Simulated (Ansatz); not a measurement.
Put Na3SF in R-3c (No. 167): Na on 18e; S on 6a; F on 6b. A trial structure of Na3SF was built thus: antiperovskite family, tilts a-a-a- (A site S; B site F; X site Na).

Level of theory: Ansatz, DFT PBE, scalar-relativistic, plane waves, PAW. Cutoff 420 eV, Γ-centred mesh, Gaussian smearing, no spin polarisation.

The zero of energy is the elements' standard structures at the same level (F₂ as a molecule); no fitted shifts are applied.

**Question.** Which cell and coordinates does it relax to?

**Answer.**

Space group R-3c:H (No. 167). a = 6.418 Å, b = 6.418 Å, c = 15.102 Å, α = 90.00°, β = 90.00°, γ = 120.00°
| atom | site | symmetry | x | y | z |
| --- | --- | --- | --- | --- | --- |
| Na | 18e | .2 | 0.5658 | 0.5658 | 0.2500 |
| S | 6a | 32 | 0.3333 | 0.6667 | 0.4167 |
| F | 6b | -3. | 0.3333 | 0.6667 | 0.1667 |

Na is surrounded by 2 F at 2.28 Å, 1 S at 2.79 Å, 2 S at 3.15 Å and 8 Na at 3.15–3.29 Å; S is surrounded by 3 Na at 2.79 Å and 6 Na at 3.15 Å; F is surrounded by 6 Na at 2.28 Å. Another local minimum with the same sites may exist.

**Question.** Where does its energy lie, and is it a metal?

**Answer.** The energy over the elements is −1.681 eV/atom and the gap on the 6×6×6 mesh of the 10-atom cell is 2.38 eV. A negative formation energy is needed for stability but isn't enough: competing phases decide.

The last run used Gaussian smearing of 0.02 eV. Kohn–Sham gaps at this level usually fall short of measured ones. The reference form of S is held partly by dispersion forces, which this level lacks. A structure relaxed within its symmetry needn't be a true minimum.
